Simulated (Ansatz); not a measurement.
Relaxed NiSi$_{2}$ (fluorite type, space group Fm-3m):

```
NiSi2
1.0
    0.00000     2.69349     2.69349
    2.69349     0.00000     2.69349
    2.69349     2.69349     0.00000
Ni Si
1 2
Direct
  0.00000   0.00000   0.00000
  0.25000   0.25000   0.25000
  0.75000   0.75000   0.75000
```

In each cell atom 2 (Si, nearest neighbour Ni at 2.333 Å; its periodic images, 3.8 Å or more away, move with it) moves by s·(-0.577, -0.577, -0.577) (towards the nearest neighbour), the rest being held.

These are r2SCAN (plane waves to 500 eV, PAW, scalar-relativistic; Ansatz, a first-principles code) values and carry that method's errors. k mesh 12×12×12 (Γ-centred), Fermi-Dirac smearing 0.05 eV. Energies are smeared free energies. Stress and pressure are positive under compression. With partly filled bands, energies and forces of such displacements shift with the k mesh and the smearing. On this mesh the relaxed cell isn't quite at rest: it carries a pressure of -0.3 GPa (compression positive) at the zero of the scan. NiSi2 is run without spin polarisation. NiSi2 was relaxed with its symmetry unable to fall. The zero of ΔE is the undisplaced structure.

Estimate the ΔE (meV/cell) and P (GPa) for s (Å) = -0.230, -0.092, -0.046, 0.092, 0.184.


```csv
s (Å),ΔE (meV/cell),P (GPa)
-0.230,192,2.3
-0.092,34,0.2
-0.046,9,-0.1
0.092,39,0.3
0.184,167,2.1
```

(A displaced cell: forces are minus the slopes of the energy, force constants its curvatures, and phonons follow from these.)
